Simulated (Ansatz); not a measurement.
# TiC (Fm-3m), clamped-ion strain scan

Theory: DFT r2SCAN, scalar-relativistic, plane waves, PAW in Ansatz 0.2.0. The runs took a 500 eV cutoff, a Γ-centred 18×18×18 mesh and Gaussian smearing (0.15 eV). No spin polarisation. Energies are free energies at this smearing, counted from the undisturbed cell; pressure is positive in compression.

The undisturbed cell (as given, not relaxed at this level; it stands at 0.0 GPa):

```
Ti C
1.0
     0.00000    2.16400    2.16400
     2.16400    0.00000    2.16400
     2.16400    2.16400    0.00000
Ti C
1 1
Direct
  0.00000 0.00000 0.00000
  0.50000 0.50000 0.50000
```

The cell is strained by ε times the Voigt pattern (1, -1, 0, 0, 0, 0) (xx, yy, zz, yz, xz, xy; engineering shear) with fractional coordinates fixed. The cell is metallic on the mesh throughout.

```
      ε  ΔE (meV/atom) stress summed along the pattern (GPa, tension positive) pressure (GPa)
-0.0400           41.3                                                   -33.07             2.7
-0.0200           10.2                                                   -16.13             0.7
 0.0000            0.0                                                     0.00             0.0
 0.0050            0.6                                                     4.01             0.0
 0.0100            2.5                                                     8.03             0.1
 0.0150              ?                                                    12.06               ?
 0.0250           16.0                                                    20.24             1.0
 0.0300              ?                                                        ?             1.5
 0.0350           31.5                                                    28.70             2.1
```

By symmetry 0.0400 repeats -0.0400, -0.0300 repeats 0.0300, 0.0200 repeats -0.0200, -0.0100 repeats 0.0100 in energy; the slope of the energy along the path changes sign there.

(1) Give the withheld values.

Answers

(1) ΔE (meV/atom) at ε = 0.0150: 5.7; pressure (GPa) at ε = 0.0150: 0.4; ΔE (meV/atom) at ε = 0.0300: 23.0; stress summed along the pattern (GPa, tension positive) at ε = 0.0300: 24.43.